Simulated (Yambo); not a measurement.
AlP (wurtzite, space group P6_3mc, No. 186): the exchange self-energy on PBEsol orbitals (Yambo, 6×6×2 mesh) holds the Coulomb divergence, which is integrated with random points (RandQpts).

| random points | exchange-only gap Γ → M (eV) | shift of the valence edge (eV) | gap against the reference (meV) |
|---|---|---|---|
| 1,000 | 7.79 | -2.13 | 43 |
| 10,000 | 7.73 | -2.05 | -7 |
| 100,000 | 7.76 | -2.09 | 15 |
| 1,000,000 | 7.75 | -2.07 | 5 |
| 5,000,000 | 7.74 | -2.07 | reference |

From 10,000 points on, the gap stays within 20 meV of the run with most points. The error is statistical; each row is a single draw, so the rows fix no rate of convergence.

Geometry relaxed with PBEsol; primitive cell a = b = 3.8612 Å, c = 6.3351 Å, α = β = 90.00°, γ = 120.00°.

This is not the ordinary phase of the substance; no match was found in the copy of COD used, and its stability was not checked.

A shift is the quasiparticle energy of the state minus its PBEsol energy.
